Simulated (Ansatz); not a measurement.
GeSe (GeS type, space group Pnma)

```
GeSe
1.0
   10.51968     0.00000     0.00000
    0.00000     3.82380     0.00000
    0.00000     0.00000     4.14220
Ge Se
4 4
Direct
  0.61625   0.75000   0.59739
  0.88375   0.25000   0.09739
  0.38375   0.25000   0.40261
  0.11625   0.75000   0.90261
  0.35697   0.75000   0.99213
  0.14303   0.25000   0.49213
  0.64303   0.25000   0.00787
  0.85697   0.75000   0.50787
```

The slice is a (001) plane (indices of the conventional cell) through the point (0.616, 0.750, 0.597) (fractional), spanned by u = [010] and v = [100] in vectors of this cell: u (3.82 Å) and v (10.52 Å, at 90° to u). It covers one period; positions are fractions (u, v).

Level of theory: PBEsol-D3(BJ) (plane waves to 420 eV, PAW, scalar-relativistic; Ansatz, an electronic-structure program). k mesh 3×9×8. Near the nuclei the fields are pseudised (PAW); where an atom keeps semicore shells as valence, they peak there. GeSe was relaxed with its symmetry unable to fall. The PAW data are Ansatz's earlier set. The relaxed volume of GeSe is well below the measured one.

Predict the map of the electrostatic potential energy of an electron, from the cell's mean on the slice.


```
|xxx0588850xx|
|xxx2789872xx|
|x02688888620|
|567777777776|
|888753235788|
|99862xxx2689|
|98740xxx0478|
|88740xxx0478|
|987510x01578|
|998753235789|
|999876567899|
|998753135789|
|88750xxx0578|
|6661xxxxx166|
|4540xxxxx045|
|4440xxxxx044|
|4553xxxxx355|
|677740004777|
|888887678888|
|788999999988|
|346899999864|
|xx068999860x|
|xxx1799971xx|
|xxx0699960xx|
|xxx0699960xx|
|xxx3799973xx|
|x02689998620|
|235799999753|
|x02589998520|
|xxx1689861xx|
|xxx0588850xx|
|xxxx47874xxx|
```
Scale: ten equal steps from -2.00 (start of '0') to 6.63 (end of '9'), in the order '0123456789'. Values: electrostatic potential energy of an electron, from the cell's mean, in eV. The map has 12 points along u (one character each, u = 0 at the left) and 32 along v (v = 0 in the bottom row). Points within 1 Å of a nucleus are blanked (x), as the pseudised field means little there. Values under -2 eV are set to -2. The zero, the cell's mean, hangs on the PAW cores.
